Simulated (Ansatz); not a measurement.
TiAl (CuAu type, space group P4/mmm)

```
CELL_PARAMETERS angstrom
      2.81292     0.00000     0.00000
      0.00000     2.81292     0.00000
      0.00000     0.00000     4.05841
ATOMIC_POSITIONS crystal
  Al 0.50000 0.50000 0.50000
  Ti 0.00000 0.00000 0.00000
```

E(V) scan at fixed shape, V₀ the volume above. Symmetry pins the atoms to their sites.

These are r2SCAN (plane waves to 500 eV, PAW, scalar-relativistic; Ansatz, an electronic-structure program) values and carry that method's errors. k mesh 16×16×12 (Γ-centred), Fermi-Dirac smearing 0.05 eV. The energy includes the smearing's −TS. Compression counts positive. TiAl is run without spin polarisation. TiAl was relaxed with its symmetry unable to fall. ΔE is measured from the relaxed starting cell.

Question: Give the computed ΔE (eV/atom) and P (GPa) at V/V₀ = 0.920, 0.960, 1.040, 1.120, 1.160.

Answer: 
```tsv
V/V₀	ΔE (eV/atom)	P (GPa)
0.920	0.044	11.8
0.960	0.010	5.3
1.040	0.009	-4.4
1.120	0.072	-11.0
1.160	0.122	-13.4
```

(A scan under strain: stresses follow from slopes of the energy per volume, elastic moduli from its curvatures.)
